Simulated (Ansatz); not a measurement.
The calculation used DFT PBE, scalar-relativistic, plane waves, PAW in Ansatz. Settings: cutoff 420 eV, Γ-centred meshes spaced at most about 0.3 Å⁻¹ (2π included), Gaussian smearing. No spin polarisation in the final relaxations.

All energies are static (0 K, no zero-point motion).

Two relaxed structures of Li2BeS2:

A. Space group P3m1 (No. 156), trigonal, a = 3.753 Å, c = 6.757 Å. Around Li on its first site lie 3 S at 2.21 Å, 1 S at 2.48 Å and 3 Be at 2.68 Å; Li on its second site is surrounded by 1 S at 2.27 Å, 1 Be at 2.50 Å and 3 S at 2.69 Å; Be is surrounded by 1 S at 1.99 Å, 3 S at 2.35 Å, 1 Li at 2.50 Å and 3 Li at 2.68 Å; S on its first site has 3 Be at 2.35 Å, 1 Li at 2.48 Å and 3 Li at 2.69 Å; around S on its second site lie 1 Be at 1.99 Å and 4 Li at 2.21–2.27 Å.

B. Space group Cm (No. 8), monoclinic, a = 6.436 Å, b = 3.698 Å, c = 6.149 Å, β = 91.0°. Around Li on its first site lie 4 S at 2.22–2.31 Å, 3 Be at 2.64 Å and 3 Li at 2.85–2.88 Å; Li on its second site has 3 S at 2.51–2.52 Å, 3 S at 2.84–2.98 Å and 3 Li at 2.85–2.88 Å; Be is surrounded by 1 S at 2.13 Å, 3 S at 2.27 Å and 3 Li at 2.64 Å; S on its first site has 3 Be at 2.27 Å, 1 Li at 2.31 Å, 2 Li at 2.84 Å and 1 Li at 2.98 Å; around S on its second site lie 1 Be at 2.13 Å, 3 Li at 2.22 Å and 3 Li at 2.51–2.52 Å.

Question: Which is lower in energy, and by how much?

Answer: B is lower, by 104 meV/atom. A has space group P3m1 (No. 156), 16.5 Å³/atom and a gap of 2.76 eV on its mesh; B has space group Cm (No. 8), 14.6 Å³/atom and a gap of 3.43 eV. Counting S atoms around Be and Li (those within 1.25 times the shortest such distance or 1.15 times the sum of covalent radii, 1.27 where that leaves under three; a plus sign parts nearer from farther groups; a slash parts the counts of unlike sites), A has Li 1+3/3+1, Be 1+3 and B has Li 4/3+3, Be 4. The denser one is the lower, and pressure would at first widen the difference. Both come from invented guesses.

Kohn–Sham gaps at this level usually fall short of measured ones. Cells relaxed within their symmetry can be saddle points. The Cm cell of Li2BeS2 came from shaking the P3m1 one.
